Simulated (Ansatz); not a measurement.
BeCdO$_{2}$:
```
CELL_PARAMETERS angstrom
      3.05021     0.00000     0.00000
     -1.52511     2.64156     0.00000
      0.00000     0.00000     5.44423
ATOMIC_POSITIONS crystal
  Cd 0.33333 0.66667 0.02680
  O  0.33333 0.66667 0.42013
  Be 0.66667 0.33333 0.51959
  O  0.66667 0.33333 0.80348
```

r²SCAN (plane waves, PAW; program Ansatz) gives a gap of 1.26 eV without spin–orbit coupling, maximum at Γ, minimum at Γ.

Problem. What happens when spin–orbit coupling is switched on?

Solution. The gap hardly moves, to 1.26 eV; maximum on the Γ–A line, 2 % of the way from Γ, minimum at Γ.

Space group P3m1. The start of the workflow was typed in or built on a structure type; neither database checked (COD, Materials Project) lists it. Its standing as an ambient phase is unchecked. The cell was relaxed with r²SCAN under the symmetry of its start; whether a distortion lowers the energy is not shown.

Potentials: the earlier of the program's two PAW sets. The files were generated under PBE; for other functionals the program regenerates the frozen cores, and for LDA and PBEsol the local potential too.
